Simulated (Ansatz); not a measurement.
CaF$_{2}$:
```
CaF2
1.0
    3.47327     0.00000     0.00000
    0.00000     4.12718     0.00000
    0.00000     0.00000     5.89658
Ca F
2 4
Direct
  0.00000   0.14437   0.70229
  0.00000   0.85563   0.20229
  0.50000   0.08980   0.97976
  0.50000   0.91020   0.47976
  0.00000   0.63291   0.85095
  0.00000   0.36709   0.35095
```

Relaxed with r²SCAN.

### Question
Map the valence electron density (e/Å³), cut off at 3 on the plane through (0.000, 0.144, 0.702) spanned by u = [0, 1, 0] and v = [0, 0, 1] in lattice vectors, from DFT-r²SCAN in the program Ansatz with PAW potentials.

### Answer
x is the fraction of u, y of v (the angle between them is 90°; rows are the nearest grid lines); atoms in the plane: Ca at (0.00, 0.00), Ca at (0.71, 0.50), F at (0.49, 0.15), F at (0.22, 0.65).
```
|@@@@-.   ....   .-@@@@|
|@@@%-.          .-%@@@|
|%#+:.            .:+#%|
|-::.              ..:-|
|..                   .|
|  .....               |
| .=@@@@+:             |
|.:#@@@@@-.           .|
|.-@@@@@@+.   .....   .|
|.-@@@@@@=.  .-++=-.  .|
| .:=##+-...-#@@@@@*:. |
|  ..:::.  .=@@@@@@%-. |
|          .=@@@@@@%-. |
|           -#@@@@@*:  |
|            .-++=-.   |
|             .....    |
|          ...         |
|        .::::.        |
|      .-%@@@@+:       |
|      .+@@@@@%-.      |
|-:..  .+@@@@@@-.  .:--|
|%#+:. .=@@@@@*:. .:+#%|
|@@@%-. .:-==:.  .-%@@@|
|@@@@-.   ....   .-@@@@|
```
Scale: ten equal steps from 0.022 (start of ' ') to 3.00 (end of '@'), in the order ' .:-=+*#%@'; x runs from 0.000 to 1.00, y from 0.000 (bottom) to 1.00 (top).

The density is the valence pseudo-density with augmentation charge, so density and ELF within about 1 Å of a nucleus are not all-electron values.

Space group Pmc2_1. The first step of the workflow began from a Materials Project structure, measured or hypothetical; the Crystallography Open Database copy checked does not list it. It is not the phase usual at ambient conditions (space group No. 225). The cell was relaxed with r²SCAN under the symmetry of its start; its stability against distortions is not shown here.

Potentials: the earlier of the program's two PAW sets.
